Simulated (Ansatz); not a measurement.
Task: Au (diamond, Fd-3m) is relaxed with PBE in the plane-wave PAW code Ansatz. What lattice parameters of the conventional cell result?

Result: a = 6.164 Å.

The start of the workflow was typed in or built on a structure type; neither database checked (COD, Materials Project) lists it. It is not the phase usual at ambient conditions (space group No. 225). The PBE relaxation kept the symmetry of its start; whether a distortion lowers the energy is not shown. Spin–orbit coupling is left out wherever it is not named.

Potentials: the later of the program's two PAW sets.
